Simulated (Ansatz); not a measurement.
Ge2Pd in space group Fddd (No. 70; Ge on 16f, Pd on 8a) under volume change, PBE in the plane-wave PAW code Ansatz, shape and atoms relaxed at each volume.

```tsv
V (Å³/atom)	E − E(relaxed) (meV/atom)	P (GPa)
15.664	50.4	11.38
16.180	21.1	6.92
16.697	?	?
17.213	0.0	0.00
17.730	?	?
18.246	16.7	-4.87
18.762	35.4	-6.69
```

**Question.** What belongs in the gaps?

**Answer.** 
- 16.697, E − E(relaxed) (meV/atom): 5.0
- 16.697, P (GPa): 3.18
- 17.730, E − E(relaxed) (meV/atom): 4.4
- 17.730, P (GPa): -2.66

**Question.** What does a third-order Birch–Murnaghan fit give for V₀, B₀ and B′?

**Answer.** V₀ = 17.21 Å³/atom, B₀ = 96.0 GPa, B′ = 4.8.

The cell is a constructed one: a structure type filled with these elements; neither database checked (COD, Materials Project) lists it. Whether it is the stable phase at ambient conditions was not checked. The PBE relaxation kept the symmetry of its start; its stability against distortions is not shown here. No spin polarisation was allowed. Scalar-relativistic: spin–orbit coupling is off unless named, which matters more the heavier the elements.

Potentials: the later of the program's two PAW sets.
